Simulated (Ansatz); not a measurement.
BePd (CsCl type)

```
BePd
1.0
    2.77263     0.00000     0.00000
    0.00000     2.77263     0.00000
    0.00000     0.00000     2.77263
Be Pd
1 1
Direct
  0.00000   0.00000   0.00000
  0.50000   0.50000   0.50000
```

The slice is a {110} plane (indices of the conventional cell) through the point (0.000, 0.000, 0.000) (fractional), spanned by u = [100] and v = [011] in vectors of this cell: u (2.77 Å) and v (3.92 Å, at 90° to u). It covers one period; positions are fractions (u, v).

Computed with LDA (plane waves to 420 eV, PAW, scalar-relativistic; Ansatz, a first-principles code). k mesh 17×17×17. Near the nuclei the fields are pseudised (PAW); where an atom keeps semicore shells as valence, they peak there. BePd is run without spin polarisation. BePd was relaxed with its symmetry unable to fall.

Q: What is the valence density on the shortest Be–Pd line in this plane (2.40 Å), at its midpoint?

A: 0.39 e/Å³.

Q: What is the ELF at the midpoint of the shortest Be–Pd line in this plane (2.40 Å)?

A: 0.29.

Q: Sketch the electrostatic potential energy of an electron, from the cell's mean on this plane as a map.

A: 
```
|xxxxxxxxxxxxxxxx8899999988xxxxxxxxxxxxxx|
|xxxxxxxxxxxxxx66889999998866xxxxxxxxxxxx|
|xxxxxxxxxxxxxx66889999998866xxxxxxxxxxxx|
|xxxxxxxxxxxx556688888888886655xxxxxxxxxx|
|xxxxxxxxxxxx556666777777666655xxxxxxxxxx|
|xxxxxxxx44445544443333334444554444xxxxxx|
|xxxx55554444220000xxxxxx00002244445555xx|
|77776655441100xxxxxxxxxxxxxx001144556677|
|8888775511xxxxxxxxxxxxxxxxxxxxxx11557788|
|8888663300xxxxxxxxxxxxxxxxxxxxxx00336688|
|88775500xxxxxxxxxxxxxxxxxxxxxxxxxx005577|
|77774400xxxxxxxxxxxxxxxxxxxxxxxxxx004477|
|776633xxxxxxxxxxxxxxxxxxxxxxxxxxxxxx3366|
|776633xxxxxxxxxxxxxxxxxxxxxxxxxxxxxx3366|
|776633xxxxxxxxxxxxxxxxxxxxxxxxxxxxxx3366|
|77774400xxxxxxxxxxxxxxxxxxxxxxxxxx004477|
|88775500xxxxxxxxxxxxxxxxxxxxxxxxxx005577|
|8888663300xxxxxxxxxxxxxxxxxxxxxx00336688|
|8888775511xxxxxxxxxxxxxxxxxxxxxx11557788|
|77776655441100xxxxxxxxxxxxxx001144556677|
|xxxx55554444220000xxxxxx00002244445555xx|
|xxxxxxxx44445544443333334444554444xxxxxx|
|xxxxxxxxxxxx556666777777666655xxxxxxxxxx|
|xxxxxxxxxxxx556688888888886655xxxxxxxxxx|
|xxxxxxxxxxxxxx66889999998866xxxxxxxxxxxx|
|xxxxxxxxxxxxxx66889999998866xxxxxxxxxxxx|
|xxxxxxxxxxxxxxxx8899999988xxxxxxxxxxxxxx|
|xxxxxxxxxxxxxxxx8899999988xxxxxxxxxxxxxx|
```
Scale: ten equal steps from 3.00 (start of '0') to 11.03 (end of '9'), in the order '0123456789'. Values: electrostatic potential energy of an electron, from the cell's mean, in eV. The map has 20 points along u (two characters each, u = 0 at the left) and 28 along v (v = 0 in the bottom row). Points within 1 Å of a nucleus are blanked (x), as the pseudised field means little there. Values under 3 eV are set to 3. The zero, the cell's mean, hangs on the PAW cores.
